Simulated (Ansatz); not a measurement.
ZrS2:
Space group P-3m1 (No. 164); a = b = 3.6350 Å, c = 5.7196 Å, α = β = 90.00°, γ = 120.00°

| atom | site | symmetry | x | y | z |
|---|---|---|---|---|---|
| Zr | 1a | -3m. | 0.0000 | 0.0000 | 0.0000 |
| S | 2d | 3m. | 0.3333 | 0.6667 | 0.2553 |

Relaxed at zero pressure with PBE+D3(BJ) in the plane-wave PAW code Ansatz.

**Question.** The volume is raised by 6 % and shape and atoms relax at that volume. What pressure results, and how do the axes share the change?

**Answer.** -1.4 GPa; a 0.8 %, b 0.8 %, c 4.4 %; the energy rises by 6 meV/atom.

**Question.** Give the new structure.

**Answer.** 
Space group P-3m1 (No. 164); a = 3.663 Å, b = 3.663 Å, c = 5.971 Å, α = 90.00°, β = 90.00°, γ = 120.00°

```csv
atom,site,symmetry,x,y,z
Zr,1a,-3m.,0.0000,0.0000,0.0000
S,2d,3m.,0.3333,0.6667,0.2435
```

The phase is kept; no other phase was compared at this pressure.

The cell was relaxed with PBE+D3(BJ) under the symmetry of its start. The run is not spin-polarised.

Potentials: the later of the program's two PAW sets.
